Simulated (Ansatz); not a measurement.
CdSe$_{3}$F, a known structure type with other elements, at an estimated volume

```
Cd F Se
1.0
     3.17354    5.49672    0.00000
    -3.17354    5.49672    0.00000
    -3.17354    1.83224    6.62513
Cd F Se
2 2 6
Direct
  0.32910 0.34180 0.98730
  0.67128 0.65744 0.01394
  0.05670 0.88660 0.17000
  0.94240 0.11520 0.82710
  0.76510 0.13620 0.26030
  0.09870 0.50480 0.26030
  0.39650 0.83840 0.26030
  0.23030 0.86480 0.74130
  0.90490 0.48900 0.74130
  0.60610 0.16360 0.74130
```

Method: PBE, no spin polarisation; PAW, plane waves to 420 eV, 6×6×6 Γ-centred mesh, fermi-dirac occupations (width 0.1 eV) (Ansatz 0.2.0), atoms fixed.

- Stress: The pressure is 4.7 GPa (compression positive), so with the atoms held at these fractions the cell would first expand; the forces are large, so a full relaxation may end otherwise. The principal stresses 3.4, 5.3, 5.3 GPa differ, so its shape would change too.
- At the Fermi level: It is a metal, with about 9.8 states/eV a cell as the mean within 0.25 eV of the Fermi level, mostly Se p (93 %).
- Forces: The largest is on Se8 (and as large on other atoms): 1.73 eV/Å, components (1.61, 0.26, -0.58). It makes 172° with the line to a nearest neighbour, F4 at 2.06 Å, pointing away from it.
- Charges: Bader charges in e: Cd +0.69, Se -0.05, F -0.55. In the mean Cd gives up most and F takes most.
- Contacts: F–Se at 2.06 Å: least valence density 0.57 e/Å³ and ELF 0.31 there. F–F at 2.27 Å: least valence density 0.19 e/Å³ and ELF 0.04 there. Cd–Se at 2.76 Å: least valence density 0.30 e/Å³ and ELF 0.26 there. Both are smooth PAW fields, read partly inside the augmentation spheres.

Origin: a known structure type with other elements, at an estimated volume, so it need not be a known compound. Caveats: many states at the Fermi level without spin polarisation, so a magnetic state may lie lower; atoms or cell far from equilibrium.

Run time, from a saved density: 5.1 min on 1 thread of Arm Neoverse V1, on a shared host, peak memory 1.1 GiB. The time holds forces, stress, Bader, DOS, bands, ELF.
